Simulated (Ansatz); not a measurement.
LaBiS$_{2}$O:
Space group P4/nmm, origin choice 1 (No. 129); a = 4.0318 Å, b = 4.0318 Å, c = 14.0255 Å, α = 90.00°, β = 90.00°, γ = 90.00°

```csv
atom,site,symmetry,x,y,z
La,2c,4mm,0.0000,0.5000,0.4108
Bi,2c,4mm,0.5000,0.0000,0.1308
S,2c,4mm,0.0000,0.5000,0.1097
S,2c,4mm,0.5000,0.0000,0.3082
O,2b,-4m2,0.5000,0.5000,0.5000
```

Relaxed with r²SCAN+D4.

Task: Which orbitals make up the states near the band edges in r²SCAN+D4 (plane waves, PAW; program Ansatz)?

Result: Top 1 eV of the valence band: S 3p 71 %, O 2p 16 %. Bottom 1 eV of the conduction band: Bi 6p 67 %, S 3p 15 %, S 3s 10 %. Projections are on Löwdin-orthogonalised atomic valence shells; empty p or d shells of many metals are not among them.

Task: Tabulate the density of states.

Result: States/eV per cell of 10 atoms, in 0.25 eV bins, energy from the valence-band maximum.

```
E (eV)  total  La 4f  S 3p  Bi 6p
------  -----  -----  ----  -----
-7.88    0.01   0.00  0.00   0.00
-7.63    0.00   0.00  0.00   0.00
-7.38    0.00   0.00  0.00   0.00
-7.13    0.00   0.00  0.00   0.00
-6.88    0.00   0.00  0.00   0.00
-6.63    0.00   0.00  0.00   0.00
-6.38    0.00   0.00  0.00   0.00
-6.13    0.00   0.00  0.00   0.00
-5.88    0.00   0.00  0.00   0.00
-5.63    0.00   0.00  0.00   0.00
-5.38    0.05   0.00  0.03   0.02
-5.13    0.73   0.00  0.40   0.32
-4.88    1.00   0.00  0.56   0.42
-4.63    1.55   0.00  0.88   0.62
-4.38    1.75   0.00  1.01   0.67
-4.13    3.58   0.00  2.03   1.21
-3.88    3.21   0.00  1.88   1.02
-3.63    4.85   0.01  2.82   1.35
-3.38    6.26   0.02  3.26   1.34
-3.13    8.67   0.05  4.22   1.57
-2.88    8.73   0.09  3.05   0.88
-2.63    9.48   0.13  2.13   0.59
-2.38   12.62   0.21  3.73   0.85
-2.13    7.79   0.14  3.26   0.68
-1.88    8.98   0.18  4.11   0.55
-1.63   11.72   0.28  5.89   0.55
-1.38   10.08   0.28  5.22   0.28
-1.13   12.74   0.33  7.21   0.40
-0.88   13.86   0.31  9.74   0.30
-0.63    8.61   0.16  6.30   0.26
-0.38    6.99   0.11  4.90   0.25
-0.13    0.77   0.01  0.54   0.03
0.12     0.00   0.00  0.00   0.00
0.37     0.00   0.00  0.00   0.00
0.62     0.00   0.00  0.00   0.00
0.87     0.00   0.00  0.00   0.00
1.12     0.11   0.00  0.01   0.07
1.37     0.77   0.01  0.11   0.49
1.62     1.82   0.01  0.26   1.21
1.87     2.44   0.02  0.36   1.68
2.12     2.14   0.02  0.37   1.43
2.37     1.91   0.02  0.38   1.23
2.62     1.79   0.02  0.40   1.10
2.87     1.83   0.03  0.43   1.08
3.12     1.97   0.05  0.47   1.10
3.37     2.23   0.08  0.51   1.17
3.62     4.92   0.27  1.06   2.41
3.87     8.84   0.64  1.72   4.06
4.12     5.03   0.60  0.98   2.08
4.37     4.54   1.04  0.81   1.54
4.62     8.30   3.19  1.10   1.96
4.87    22.71  14.88  1.18   1.58
5.12    46.05  39.83  0.94   1.12
```

The first step of the workflow began from a Materials Project structure, measured or hypothetical; the Crystallography Open Database copy checked does not list it. Its standing as an ambient phase is unchecked. The r²SCAN+D4 relaxation kept the symmetry of its start. At this level the phase is dynamically unstable (imaginary phonons). Spin–orbit coupling is left out wherever it is not named.

Potentials: the earlier of the program's two PAW sets.
